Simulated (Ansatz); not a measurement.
Space group R-3c:H (No. 167). a = 5.385 Å, b = 5.385 Å, c = 13.642 Å, α = 90.00°, β = 90.00°, γ = 120.00°
```
atom site symmetry x y z
  Ti    6b       -3.  0.0000  0.0000  0.5000
  Hg    6a        32  0.3333  0.6667  0.4167
   O   18e        .2  0.7499  0.6667  0.4167
```

Equation of state of this TiHgO3 structure (not necessarily the ground state), with shape and atoms relaxed at each volume where symmetry leaves them free. The calculation used DFT r2SCAN, scalar-relativistic, plane waves, PAW in Ansatz.

Plane waves to 500 eV, a k mesh through Γ of 6×6×6 on the computed 10-atom cell and Gaussian smearing (0.02 eV); no spin polarisation.

| V (Å³/atom) | E − E(largest V) (meV/atom) | P (GPa) | gap on mesh (eV) |
| --- | --- | --- | --- |
| 10.734 | 5.69 | 14.43 | 1.99 |
| 11.077 | -16.59 | 6.63 | 1.91 |
| 11.419 | -23.48 | 0.00 | 1.83 |
| 11.762 | -17.29 | -5.63 | 1.75 |
| 12.104 | 0.00 | -10.41 | 1.67 |

Fit a third-order Birch–Murnaghan equation to E(V).

V0 = 11.42 Å³/atom, B0 = 203 GPa, B0' = 4.5.

Spin-orbit coupling is left out, which matters for the bands of heavy elements.